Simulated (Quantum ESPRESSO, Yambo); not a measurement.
ZnSe (zinc blende, space group F-43m, No. 216) under isotropic strain (on all lattice vectors), counted from the cell relaxed with PBEsol, atoms relaxed at each step. PBEsol (pw.x of Quantum ESPRESSO, ONCV potentials, scalar-relativistic); G0W0 in Yambo (4×4×4 Γ-centred k mesh, bands 10 to 110 and a 10 Ry block in the screening, 110 bands in G with the Bruneval-Gonze terminator, plasmon pole fitted at 27.2 eV).

| strain s (%) | PBEsol direct gap at Γ (eV) | G0W0 direct gap at Γ (eV) |
|---|---|---|
| -3 | ? | ? |
| -1.5 | 1.425 | 2.973 |
| -0.7 | 1.326 | 2.864 |
| 0 | 1.242 | 2.750 |
| +1 | 1.125 | 2.604 |
| +2 | 1.013 | 2.456 |

**Question.** Fit a parabola in s to each column by least squares and predict the withheld row.

**Answer.** PBEsol: E = 1.242 − 0.1188 s + 0.0022 s² (largest residual 0 meV), giving 1.618 eV at s = -3; the run gave 1.617 eV, a miss of 1 meV. G0W0: E = 2.754 − 0.1484 s − 0.0005 s² (largest residual 7 meV), giving 3.195 eV at s = -3; the run gave 3.213 eV, a miss of 18 meV. The withheld row lies outside the fitted range, so this is an extrapolation. The GW settings are held fixed; their convergence isn't established. Spin-orbit splittings are left out.

The standard potential for Se keeps a d shell in the valence without the s and p states of that shell. In tests on such compounds this moved G0W0 gaps by up to about 0.9 eV, so absolute quasiparticle energies here are unreliable; differences between settings are what counts.
